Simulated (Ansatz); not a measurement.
Given:

Be₂C:
```
CELL_PARAMETERS angstrom
      0.00000     2.15536     2.15536
      2.15536     0.00000     2.15536
      2.15536     2.15536     0.00000
ATOMIC_POSITIONS crystal
  Be 0.75000 0.75000 0.75000
  Be 0.25000 0.25000 0.25000
  C  0.00000 0.00000 0.00000
```

This is the PBEsol-relaxed structure.

Task: All from the program Ansatz at the PBEsol level (PAW), unless another level is named. Estimate the Born charges (a third of the trace).

Result: Be +1.53, C -3.06 e.

Task: Predict the electronic dielectric constant ε∞ (DFPT).

Result: 6.98.

Space group Fm-3m (fluorite or antifluorite type). The cell was relaxed with PBEsol under the symmetry of its start.

Potentials: the later of the program's two PAW sets.
